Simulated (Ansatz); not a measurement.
Au: rigid cleavage

All numbers below come from DFT PBEsol, scalar-relativistic, plane waves, PAW in Ansatz 0.2.0. Cutoff 420 eV, Γ-centred 18×18×4 k-points, Gaussian smearing of 0.15 eV. Spin–orbit coupling is left out, which can shift energies with elements as heavy as these. No spin polarisation. Energies are free energies at this smearing, counted from the undisturbed cell; pressure is positive in compression.

Zero of the scan (as given, not relaxed at this level; it stands at -1.0 GPa):

```
Au
1.0
     2.04550   -2.04550    0.00000
     2.04550    0.00000   -2.04550
     8.18200    8.18200    8.18200
Au
6
Direct
  0.66667 0.66667 0.08332
  0.00000 0.00000 0.91665
  0.33333 0.33333 0.24998
  0.66667 0.66667 0.58332
  0.00000 0.00000 0.41665
  0.33333 0.33333 0.74998
```

The cut lies on the cell's a–b face, a (1 1 1) plane (indices in the standard cell, whose axes needn't be the Cartesian ones shown) of area 7.25 Å², between layers 2.36 Å apart. Vector c is lengthened by d along the normal with the atoms' Cartesian places fixed: one unrelaxed cut a cell. The cell is metallic on the mesh throughout.

```
d (Å) energy (J/m²) traction dE/dd (GPa)
-0.30           0.57                 -48.2
-0.15           0.10                 -16.8
 0.00           0.00                   1.4
 0.25           0.23                  14.0
 0.50              ?                     ?
 0.75              ?                     ?
 1.00           1.27                  10.2
 1.50           1.65                   5.5
 2.00           1.85                   2.6
 3.00           1.97                   0.4
 4.50              ?                   0.0
 6.00           1.99                   0.0
```

Task: Give the withheld values.

Result: energy (J/m²) at d (Å) = 0.50: 0.61; traction dE/dd (GPa) at d (Å) = 0.50: 15.6; energy (J/m²) at d (Å) = 0.75: 0.98; traction dE/dd (GPa) at d (Å) = 0.75: 13.3; energy (J/m²) at d (Å) = 4.50: 1.99.